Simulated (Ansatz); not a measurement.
## Structure optimisation: lutetium, simple cubic

The calculation used DFT, r2SCAN, plane waves (500 eV) with PAW, scalar-relativistic (Ansatz). The PAW files were generated under PBE, with cores re-solved for the functional.

k-point mesh 10×10×10, Fermi-Dirac smearing 0.1 eV, no spin polarisation. Cell and atoms relax.

Starting structure:

```
Lu
1.0
     3.17004    0.00000    0.00000
     0.00000    3.17004    0.00000
     0.00000    0.00000    3.17004
Lu
1
Direct
  0.00000 0.00000 0.00000
```

Task: The pressure at the start is 0.2 GPa. By how much does the volume change?

Result: From 31.86 to 32.00 Å³ per atom, 0.4 %. The final cell has a = 3.175 Å.

Task: How much energy does the relaxation gain?

Result: 0.1 meV per atom.

Path of the relaxation (the plane waves are chosen anew near the end, which can shift the energy a little):

```json
{"step": "0", "E − E(final) (meV/atom)": "0.09", "V (Å³/atom)": "31.856", "P (GPa)": "0.17", "max force (eV/Å)": "0.000"}
{"step": "1", "E − E(final) (meV/atom)": "0.03", "V (Å³/atom)": "31.997", "P (GPa)": "0.04", "max force (eV/Å)": "0.000"}
{"step": "2", "E − E(final) (meV/atom)": "0.00", "V (Å³/atom)": "31.997", "P (GPa)": "0.04", "max force (eV/Å)": "0.000"}
```
